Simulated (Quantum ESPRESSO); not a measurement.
TaTi2F3O5, one run as intended and one with a planted mistake

A calculation, not a measurement. The program is pw.x of Quantum ESPRESSO 7.5 (plane-wave density functional theory). The cell is made up: 11 atoms on a rutile lattice with one site empty, with randomly drawn elements, strain and displacements, not relaxed. PseudoDojo standard norm-conserving files (v0.5 for PBE, v0.4.1 for LDA and PBEsol) set the functional; there is no spin polarisation, spin-orbit coupling or dispersion term, and the masses in the input are unused placeholders.

Intended input:

```
&control calculation='scf', pseudo_dir='./dojo.nc.sr.pbe.v0_5.standard.upf', outdir='./o', disk_io='low', tprnfor=.true., tstress=.true. /
&system ibrav=0, nat=11, ntyp=4, nbnd=50, ecutwfc=84.00895049, nosym=.true., tot_charge=0,
 occupations='smearing', smearing='fd', degauss=0.0018374661
/
&electrons conv_thr=7.350e-09, electron_maxstep=60, /
ATOMIC_SPECIES
F 1.0 F.upf
O 1.0 O.upf
Ta 1.0 Ta.upf
Ti 1.0 Ti.upf
CELL_PARAMETERS angstrom
4.7297 0.0 0.0
0.0 4.7297 0.0
0.0 0.0 6.0667
ATOMIC_POSITIONS angstrom
Ta 0.1205 -0.0061 -0.0272
Ti -0.1187 -0.0949 3.0476
Ti 2.289 2.5096 4.5326
F 1.4061 1.4325 0.0203
F 3.1739 3.3541 0.112
O 3.8721 1.0036 1.4672
O 1.1196 3.7997 1.6154
F 1.3802 1.3652 3.0311
O 3.2675 3.2521 3.1495
O 3.7827 0.9657 4.5219
O 1.037 3.9189 4.65
K_POINTS automatic
5 5 4 1 1 1
```

The log is shortened where brackets say so; the opening notice, blank lines, dates and the lines on written files are dropped, and the path of the files is cut. It prints rydbergs, bohrs and kilobars, and counts compression as positive stress. Where no state is partly filled, the Fermi energy that it prints is only some level between the filled and the empty states on the mesh, and need not lie in the true gap.

Log of the intended run:

```
     Program PWSCF v.7.5
     Parallel version (MPI & OpenMP), running on       4 processor cores
     Number of MPI processes:                 4
     Threads/MPI process:                     1
     [start-up lines left out]
     bravais-lattice index     =            0
     lattice parameter (alat)  =       8.9378  a.u.
     unit-cell volume          =     915.8330 (a.u.)^3
     number of atoms/cell      =           11
     number of atomic types    =            4
     number of electrons       =        88.00
     number of Kohn-Sham states=           50
     kinetic-energy cutoff     =      84.0090  Ry
     charge density cutoff     =     336.0358  Ry
     scf convergence threshold =      7.3E-09
     mixing beta               =       0.7000
     number of iterations used =            8  plain     mixing
     Exchange-correlation= PBE
                           (   1   4   3   4   0   0   0)
     [axes and pseudopotential details left out]
   Cartesian axes
     site n.     atom                  positions (alat units)
         1        Ta     tau(   1) = (   0.0254773  -0.0012897  -0.0057509  )
         2        Ti     tau(   2) = (  -0.0250967  -0.0200647   0.6443538  )
         3        Ti     tau(   3) = (   0.4839630   0.5306045   0.9583272  )
         4        F      tau(   4) = (   0.2972916   0.3028733   0.0042920  )
         5        F      tau(   5) = (   0.6710574   0.7091570   0.0236801  )
         6        O      tau(   6) = (   0.8186777   0.2121910   0.3102099  )
         7        O      tau(   7) = (   0.2367169   0.8033702   0.3415439  )
         8        F      tau(   8) = (   0.2918155   0.2886441   0.6408652  )
         9        O      tau(   9) = (   0.6908472   0.6875912   0.6658985  )
        10        O      tau(  10) = (   0.7997759   0.2041779   0.9560649  )
        11        O      tau(  11) = (   0.2192528   0.8285726   0.9831490  )
     number of k points=    50  Fermi-Dirac smearing, width (Ry)=  0.0018
                       cart. coord. in units 2pi/alat
        k(    1) = (   0.1000000   0.1000000   0.0974521), wk =   0.0400000
        k(    2) = (   0.1000000   0.1000000   0.2923562), wk =   0.0400000
     [further k points left out]
     Dense  grid:    95227 G-vectors     FFT dimensions: (  54,  54,  72)
     Estimated max dynamical RAM per process >     272.23 MB
     Estimated total dynamical RAM >    1019.18 MB
     Initial potential from superposition of free atoms
     starting charge      87.9959, renormalised to      88.0000
     Starting wfcs are   62 randomized atomic wfcs
     total cpu time spent up to now is        5.4 secs
     per-process dynamical memory:   210.1 Mb
     Self-consistent Calculation
     iteration #  1     ecut=    84.01 Ry     beta= 0.70
     Davidson diagonalization with overlap
     ethr =  1.00E-02,  avg # of iterations =  2.0
     total cpu time spent up to now is       13.7 secs
     total energy              =    -679.00215851 Ry
     estimated scf accuracy    <       4.96009913 Ry
     iteration #  2     ecut=    84.01 Ry     beta= 0.70
     Davidson diagonalization with overlap
     ethr =  5.64E-03,  avg # of iterations =  7.8
     total cpu time spent up to now is       30.8 secs
     total energy              =    -672.20115459 Ry
     estimated scf accuracy    <      87.54378310 Ry
     [iterations 3 to 19 left out]
     iteration # 20     ecut=    84.01 Ry     beta= 0.70
     Davidson diagonalization with overlap
     ethr =  2.01E-11,  avg # of iterations =  6.1
     total cpu time spent up to now is      218.3 secs
     total energy              =    -681.84449781 Ry
     estimated scf accuracy    <          9.5E-09 Ry
     iteration # 21     ecut=    84.01 Ry     beta= 0.70
     Davidson diagonalization with overlap
     ethr =  1.08E-11,  avg # of iterations =  2.0
     total cpu time spent up to now is      226.5 secs
     End of self-consistent calculation
     [lines on levels left out]
     the Fermi energy is     7.1772 ev
!    total energy              =    -681.84449781 Ry
     estimated scf accuracy    <          1.2E-09 Ry
     smearing contrib. (-TS)   =      -0.00000000 Ry
     internal energy E=F+TS    =    -681.84449781 Ry
     The total energy is F=E-TS. E is the sum of the following terms:
     one-electron contribution =    -278.01559802 Ry
     hartree contribution      =     178.07807708 Ry
     xc contribution           =    -138.72575425 Ry
     ewald contribution        =    -443.18122262 Ry
     convergence has been achieved in  21 iterations
     Forces acting on atoms (cartesian axes, Ry/au):
     atom    1 type  3   force =    -0.12411535    0.05422333    0.32457289
     atom    2 type  4   force =    -0.02032002    0.03165129   -0.20440177
     atom    3 type  4   force =     0.11277578   -0.03109912   -0.13191255
     atom    4 type  1   force =     0.01885194    0.02097527   -0.03066320
     atom    5 type  1   force =     0.04071276    0.00491661   -0.06624386
     atom    6 type  2   force =     0.07276121   -0.11456451    0.00503124
     atom    7 type  2   force =    -0.14402276    0.08537983   -0.04968248
     atom    8 type  1   force =     0.00446264    0.02221571    0.08137935
     atom    9 type  2   force =    -0.00248297    0.00936922    0.10215954
     atom   10 type  2   force =     0.01713177   -0.01924312    0.04780413
     atom   11 type  2   force =     0.02424499   -0.06382451   -0.07804330
     Total force =     0.534876     Total SCF correction =     0.000089
     Computing stress (Cartesian axis) and pressure
          total   stress  (Ry/bohr**3)                   (kbar)     P=      -93.67
  -0.00041150   0.00013817  -0.00019747          -60.53       20.33      -29.05
   0.00013817  -0.00030888   0.00029138           20.33      -45.44       42.86
  -0.00019747   0.00029138  -0.00118991          -29.05       42.86     -175.04
     init_run     :      4.86s CPU      5.04s WALL (       1 calls)
     electrons    :    220.46s CPU    221.15s WALL (       1 calls)
     forces       :      1.85s CPU      1.87s WALL (       1 calls)
     stress       :      6.46s CPU      6.46s WALL (       1 calls)
     [timing details left out]
     PWSCF        :   3m53.98s CPU   3m54.95s WALL
     JOB DONE.
```

A second run has one planted mistake: the smearing is too wide. The input lines that differ, file-writing options aside:

```
- &system ibrav=0, nat=11, ntyp=4, nbnd=50, ecutwfc=84.00895049, nosym=.true., tot_charge=0,
+ &system ibrav=0, nat=11, ntyp=4, nbnd=68, ecutwfc=84.00895049, nosym=.true., tot_charge=0,
-  occupations='smearing', smearing='fd', degauss=0.0018374661
+  occupations='smearing', smearing='fd', degauss=0.0220495933
```

Its log:

```
     Program PWSCF v.7.5
     Parallel version (MPI & OpenMP), running on       4 processor cores
     Number of MPI processes:                 4
     Threads/MPI process:                     1
     [start-up lines left out]
     bravais-lattice index     =            0
     lattice parameter (alat)  =       8.9378  a.u.
     unit-cell volume          =     915.8330 (a.u.)^3
     number of atoms/cell      =           11
     number of atomic types    =            4
     number of electrons       =        88.00
     number of Kohn-Sham states=           68
     kinetic-energy cutoff     =      84.0090  Ry
     charge density cutoff     =     336.0358  Ry
     scf convergence threshold =      7.3E-09
     mixing beta               =       0.7000
     number of iterations used =            8  plain     mixing
     Exchange-correlation= PBE
                           (   1   4   3   4   0   0   0)
     [axes and pseudopotential details left out]
   Cartesian axes
     site n.     atom                  positions (alat units)
         1        Ta     tau(   1) = (   0.0254773  -0.0012897  -0.0057509  )
         2        Ti     tau(   2) = (  -0.0250967  -0.0200647   0.6443538  )
         3        Ti     tau(   3) = (   0.4839630   0.5306045   0.9583272  )
         4        F      tau(   4) = (   0.2972916   0.3028733   0.0042920  )
         5        F      tau(   5) = (   0.6710574   0.7091570   0.0236801  )
         6        O      tau(   6) = (   0.8186777   0.2121910   0.3102099  )
         7        O      tau(   7) = (   0.2367169   0.8033702   0.3415439  )
         8        F      tau(   8) = (   0.2918155   0.2886441   0.6408652  )
         9        O      tau(   9) = (   0.6908472   0.6875912   0.6658985  )
        10        O      tau(  10) = (   0.7997759   0.2041779   0.9560649  )
        11        O      tau(  11) = (   0.2192528   0.8285726   0.9831490  )
     number of k points=    50  Fermi-Dirac smearing, width (Ry)=  0.0220
                       cart. coord. in units 2pi/alat
        k(    1) = (   0.1000000   0.1000000   0.0974521), wk =   0.0400000
        k(    2) = (   0.1000000   0.1000000   0.2923562), wk =   0.0400000
     [further k points left out]
     Dense  grid:    95227 G-vectors     FFT dimensions: (  54,  54,  72)
     Estimated max dynamical RAM per process >     331.54 MB
     Estimated total dynamical RAM >       1.23 GB
     Initial potential from superposition of free atoms
     starting charge      87.9959, renormalised to      88.0000
     Starting wfcs are   62 randomized atomic wfcs +    6 random wfcs
     total cpu time spent up to now is        5.2 secs
     per-process dynamical memory:   257.2 Mb
     Self-consistent Calculation
     iteration #  1     ecut=    84.01 Ry     beta= 0.70
     Davidson diagonalization with overlap
     ethr =  1.00E-02,  avg # of iterations =  6.5
     total cpu time spent up to now is       19.7 secs
     total energy              =    -679.14613116 Ry
     estimated scf accuracy    <       4.79973243 Ry
     iteration #  2     ecut=    84.01 Ry     beta= 0.70
     Davidson diagonalization with overlap
     ethr =  5.45E-03,  avg # of iterations =  2.7
     total cpu time spent up to now is       34.1 secs
     total energy              =    -671.82667540 Ry
     estimated scf accuracy    <      91.10747516 Ry
     [iterations 3 to 17 left out]
     iteration # 18     ecut=    84.01 Ry     beta= 0.70
     Davidson diagonalization with overlap
     ethr =  2.18E-11,  avg # of iterations =  2.0
     total cpu time spent up to now is      209.9 secs
     total energy              =    -681.85162114 Ry
     estimated scf accuracy    <       0.00000004 Ry
     iteration # 19     ecut=    84.01 Ry     beta= 0.70
     Davidson diagonalization with overlap
     ethr =  2.18E-11,  avg # of iterations =  1.4
     total cpu time spent up to now is      220.5 secs
     End of self-consistent calculation
     [lines on levels left out]
     the Fermi energy is     7.2609 ev
!    total energy              =    -681.85162114 Ry
     estimated scf accuracy    <          2.4E-09 Ry
     smearing contrib. (-TS)   =      -0.02936453 Ry
     internal energy E=F+TS    =    -681.82225662 Ry
     The total energy is F=E-TS. E is the sum of the following terms:
     one-electron contribution =    -278.10395343 Ry
     hartree contribution      =     178.20257532 Ry
     xc contribution           =    -138.73965589 Ry
     ewald contribution        =    -443.18122262 Ry
     convergence has been achieved in  19 iterations
     Forces acting on atoms (cartesian axes, Ry/au):
     atom    1 type  3   force =    -0.12394658    0.05303050    0.30261899
     atom    2 type  4   force =    -0.02515238    0.02790380   -0.18733630
     atom    3 type  4   force =     0.10927476   -0.03549368   -0.12615207
     atom    4 type  1   force =     0.01682406    0.01895353   -0.02797764
     atom    5 type  1   force =     0.04348670    0.00788018   -0.06277646
     atom    6 type  2   force =     0.07177634   -0.11164983    0.00475320
     atom    7 type  2   force =    -0.13995185    0.08342036   -0.04957833
     atom    8 type  1   force =     0.00228243    0.01945531    0.07761148
     atom    9 type  2   force =     0.00624381    0.01658236    0.09376366
     atom   10 type  2   force =     0.02101702   -0.02291150    0.04878826
     atom   11 type  2   force =     0.01814569   -0.05717103   -0.07371479
     Total force =     0.507177     Total SCF correction =     0.000188
     Computing stress (Cartesian axis) and pressure
          total   stress  (Ry/bohr**3)                   (kbar)     P=      -88.01
  -0.00040250   0.00011137  -0.00020888          -59.21       16.38      -30.73
   0.00011137  -0.00029541   0.00028638           16.38      -43.46       42.13
  -0.00020888   0.00028638  -0.00109683          -30.73       42.13     -161.35
     init_run     :      4.94s CPU      5.16s WALL (       1 calls)
     electrons    :    210.35s CPU    215.23s WALL (       1 calls)
     forces       :      2.22s CPU      2.24s WALL (       1 calls)
     stress       :      7.71s CPU      7.72s WALL (       1 calls)
     [timing details left out]
     PWSCF        :   3m45.38s CPU   3m50.58s WALL
     JOB DONE.
```

```
                                            intended run  run with the mistake
                          free energy (eV)     -9276.967             -9277.064
                    smearing term -TS (eV)        0.0000               -0.3995
                            pressure (GPa)         -9.37                 -8.80
            largest force component (eV/Å)         8.345                 7.781
largest change of a force component (eV/Å)                               0.564
                                iterations            21                    19
```

For scale, a rerun of the intended cell at 1437 eV and a 7 x 7 x 6 mesh moved values by no more than 0.004 eV in energy, 0.03 GPa in stress and 0.002 eV/Å in force. The number of bands, nbnd, was set by rule from the electron count and the smearing, so it follows the mistake.